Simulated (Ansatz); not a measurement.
HF in its lowest state found on the top face of a (111) slab of TaN (Fm-3m (No. 225)), 6 planes, outer planes N (top) and Ta (bottom); 1 a cell of 33.31 Å², its atoms last:

```xyz
26
Lattice="6.2015 0.0000 0.0000 -3.1007 5.3706 0.0000 0.0000 0.0000 24.3294" Properties=species:S:1:pos:R:3 pbc="T T T"
Ta    0.0000    1.7902    8.0000
Ta   -1.5504    4.4755    8.0000
Ta    3.1007    1.7902    8.0000
Ta    1.5504    4.4755    8.0000
N     1.5504    0.8951    9.2659
N     0.0000    3.5804    9.2659
N     4.6511    0.8951    9.2659
N     3.1007    3.5804    9.2659
Ta    1.5504    2.6853   10.5317
Ta    3.1007    0.0000   10.5317
Ta   -1.5504    2.6853   10.5317
Ta    0.0000    0.0000   10.5317
N     3.1705    1.8521   11.7862
N     1.5353    4.4516   11.8036
N    -0.0921    1.8611   11.7879
N    -1.5442    4.3515   11.7906
Ta    3.0035    3.5239   13.2908
Ta    4.5393    0.8249   13.2370
Ta   -0.0976    3.5155   13.3840
Ta    1.5189    0.8645   12.8692
N    -1.6282    2.6296   14.1758
N    -0.0521   -0.0268   14.0523
N     1.4849    2.6563   14.1158
N     3.0483   -0.0542   14.1159
F     0.4602    0.8804   16.6198
H     0.2517    0.4567   15.7989
```

Method: DFT PBE+D3(BJ), scalar-relativistic, plane waves, PAW in Ansatz 0.2.0. Cutoff 420 eV; k points 4×4×1 on the computed 26-atom cell (Γ-centred); Gaussian smearing, width 0.10 eV; no spin polarisation. The cell repeats along c with a dipole correction in the vacuum.

The clean top face has a work function of 5.60 eV. Adsorption changes the slab's dipole along +c by Δp = -0.3203 e·Å a cell (-1.54 D an adsorbate).

Problem. What change of work function does the Helmholtz equation give?

Solution. A sheet of dipoles makes a step in an electron's potential energy of −e·Δp/(ε0·A), and e/ε0 = 180.95 eV·Å for Δp in e·Å: −180.95 × (-0.3203)/33.31 = +1.74 eV. This is the change of φ(top) − φ(bottom). If the bottom face is unmoved, φ(top) becomes 7.34 eV.

Problem. How does that compare with the calculation?

Solution. φ(top) changes by +1.77 eV and φ(bottom) by +0.03 eV, so their difference changes by +1.74 eV. The bottom face hardly moves.

Problem. What does the sign say about the electrons?

Solution. The change of dipole points into the surface (negative end outward), so the work function rises. The molecule's own dipole can set this sign. Δp also holds the adsorbate's own dipole and the moves of the surface atoms, so it isn't a charge transfer alone.

Spin-orbit coupling is left out, which matters for the bands of heavy elements.

The reference crystal is the rock-salt form of TaN, which isn't its usual structure.